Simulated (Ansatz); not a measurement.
# Elastic constants of SnO at 15 GPa (stress–strain coefficients): input and output

Theory: DFT LDA, scalar-relativistic, plane waves, PAW (Ansatz 0.2.0).

Launched with:
```bash
ansatz run input.yaml --threads 1 --pin off --max-ram 3072MiB --backend cpu --events-out ev --progress --plain --runs-dir out
```

Input (bare energies are in eV):
```yaml
crystal:
  lattice:
    - [3.6224776308, 0.0, 0.0]
    - [0.0, 3.6224776308, 0.0]
    - [0.0, 0.0, 4.1589909751]
  atoms:
    - { symbol: Sn, position: [0.0, 0.5, 0.2778420473] }
    - { symbol: Sn, position: [0.5, 0.0, 0.7221579527] }
    - { symbol: O, position: [0.0, 0.0, 0.0] }
    - { symbol: O, position: [0.5, 0.5, 0.0] }
basis:
  ecutwfc: 420
kpoints:
  mp_grid: { grid: [12, 12, 10] }
hamiltonian:
  xc: lda
scf:
  occupations: { method: fermi_dirac, width: 0.15 }
output:
  forces: true
  stress: true
  eigenvalues: true
elastic:
  mode: relaxed_ion
  amplitude: 0.005
  stencil: two_point
```

From the output:
```
--- Elastic constants: 4 strain directions × 2 members + reference (group order 16) ---
  dense FFT box of the reference and of every strained cell: 25×25×30
  strains applied: 11, 33, 23, 12; error gains: componentwise 1.00 (the most a stress slope's error grows in a printed constant), spectral 1.41 (1 for all six strains in a standard setting)
  reference relaxed by the batch: 3 steps; max|allowed force component| 2.26e-4 eV/Å at the deck's positions, 2.22e-8 at the last accepted step, 2.34e-8 by the solve of record
  largest displacement 9.1e-6 Å; the constants are those of the deck's cell at these positions:
  atoms:
    - { symbol: Sn, position: [0.0, 0.5, 0.27784422772637196] }
    - { symbol: Sn, position: [0.5, -1.7292839122087708e-53, 0.722155772273628] }
    - { symbol: O, position: [0.0, 5.764279707362569e-54, -1.0183154427666027e-22] }
    - { symbol: O, position: [0.5, 0.5, -1.0183154427667183e-22] }
  C = ∂σ_k/∂η_j (tension-positive GPa; Voigt order 11 22 33 23 13 12):
       183.339    158.685     91.148      0.000      0.000     -0.000
       158.685    183.339     91.148      0.000      0.000     -0.000
        91.113     91.113    172.728      0.000      0.000     -0.000
         0.000      0.000      0.000     82.944      0.000      0.000
         0.000      0.000      0.000      0.000     82.944      0.000
        -0.000     -0.000      0.000      0.000      0.000    126.840
  reference stress σ⁰ (GPa):    -14.987    -14.987    -14.983     -0.000     -0.000     -0.000
  C* (energy form; C + prestress term) asymmetry max|C*_kj − C*_jk| = 3.108e-2 GPa — a small one proves nothing (zero by symmetry where the batch's group is 432, −43m or m−3m); a large one is finite-difference/SCF noise where every solve ...
  moduli (Voigt/Reuss/Hill, GPa): K = 135.70/131.50/133.60   G = 71.78/37.80/54.79   E = 144.59   ν = 0.320
  mechanically stable: yes (min eigenvalue of sym C = 24.65 GPa)
  strain η (Voigt 11):  stress-route row diagonal C_11 = 183.34 GPa, energy-path curvature d²(F+E_count+ΔE)/dδ²/Ω₀ = 183.31 GPa
         δ    σ_11 (GPa) F (eV) n_scf n_hpsi n_pw
    -5.000e-3     -15.9153      -12869.3976552       6   93344   1084   relax 6 steps, max|allowed force component| 3.14e-8 eV/Å
     5.000e-3     -14.0819      -12869.4487055       6   93337   1092   relax 3 steps, max|allowed force component| 1.69e-5 eV/Å
  strain η (Voigt 33):  stress-route row diagonal C_33 = 172.73 GPa, energy-path curvature d²(F+E_count+ΔE)/dδ²/Ω₀ = 172.61 GPa
         δ    σ_33 (GPa) F (eV) n_scf n_hpsi n_pw
    -5.000e-3     -15.8586      -12869.3977202       6   53308   1080   relax 3 steps, max|allowed force component| 2.33e-7 eV/Å
     5.000e-3     -14.1313      -12869.4486907       6   53322   1092   relax 3 steps, max|allowed force component| 4.80e-7 eV/Å
  strain η (Voigt 23):  stress-route row diagonal C_44 = 82.94 GPa, energy-path curvature d²(F+E_count+ΔE)/dδ²/Ω₀ = 90.51 GPa
         δ    σ_23 (GPa) F (eV) n_scf n_hpsi n_pw
    -5.000e-3      -0.4147      -12869.4235842       6  137639   1086   relax 5 steps, max|allowed force component| 3.70e-6 eV/Å
     5.000e-3       0.4147      -12869.4235842       6  137607   1086   relax 5 steps, max|allowed force component| 1.58e-6 eV/Å
  strain η (Voigt 12):  stress-route row diagonal C_66 = 126.84 GPa, energy-path curvature d²(F+E_count+ΔE)/dδ²/Ω₀ = 134.33 GPa
         δ    σ_12 (GPa) F (eV) n_scf n_hpsi n_pw
    -5.000e-3      -0.6342      -12869.4234166       6   81877   1084   relax 1 steps, max|allowed force component| 3.52e-5 eV/Å
     5.000e-3       0.6342      -12869.4234166       6   81881   1084   relax 1 steps, max|allowed force component| 3.52e-5 eV/Å
```

It took 14 min on 1 thread of Intel(R) Xeon(R) Processor @ 2.70GHz (shared host), peak memory 0.79 GiB.

In a metal, frequencies and elastic constants depend on the k mesh and the smearing, soft modes and shear constants most. Spin–orbit coupling is left out, which matters for heavy elements. A semilocal functional can close a gap that the real compound has.